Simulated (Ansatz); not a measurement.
HfO$_{2}$:
```
HfO2
1.0
    0.00000     2.50052     2.50052
    2.50052     0.00000     2.50052
    2.50052     2.50052     0.00000
Hf O
1 2
Direct
  0.00000   0.00000   0.00000
  0.25000   0.25000   0.25000
  0.75000   0.75000   0.75000
```

Relaxed with LDA. Special points in fractions of this cell's reciprocal vectors: Γ (0.000, 0.000, 0.000); X (0.500, 0.000, 0.500); U (0.625, 0.250, 0.625); K (0.375, 0.375, 0.750); L (0.500, 0.500, 0.500); W (0.500, 0.250, 0.750).

Question: List the band energies nearest the valence-band maximum at these points for LDA in the plane-wave PAW code Ansatz.

Answer: In eV from the valence-band maximum; about four levels below and three above (degenerate sets whole), none deeper than 8.9 eV; points with the same levels are listed once.

```json
[
 {"k": "Γ", "below": "-5.73 -5.73 -5.73 -0.65 -0.65 -0.65", "above": "3.76 3.76 5.93"},
 {"k": "X", "below": "-3.60 -3.60 -1.70 -1.70 0.00", "above": "3.66 5.53 6.95"},
 {"k": "U", "below": "-3.51 -2.44 -1.43 -0.36", "above": "4.25 5.45 7.21"},
 {"k": "L", "below": "-3.21 -2.85 -1.90 -1.90", "above": "4.56 4.56 7.31"},
 {"k": "W", "below": "-2.71 -2.71 -1.54 -0.23", "above": "4.79 5.15 7.37 7.37"}
]
```

Space group Fm-3m (fluorite). This is a known high-temperature phase of the composition, computed here at zero pressure and temperature. The LDA relaxation kept the symmetry of its start. At this level the phase is dynamically unstable (imaginary phonons). The run is not spin-polarised. Scalar-relativistic: spin–orbit coupling is off unless named, which matters more the heavier the elements.

Potentials: the later of the program's two PAW sets.
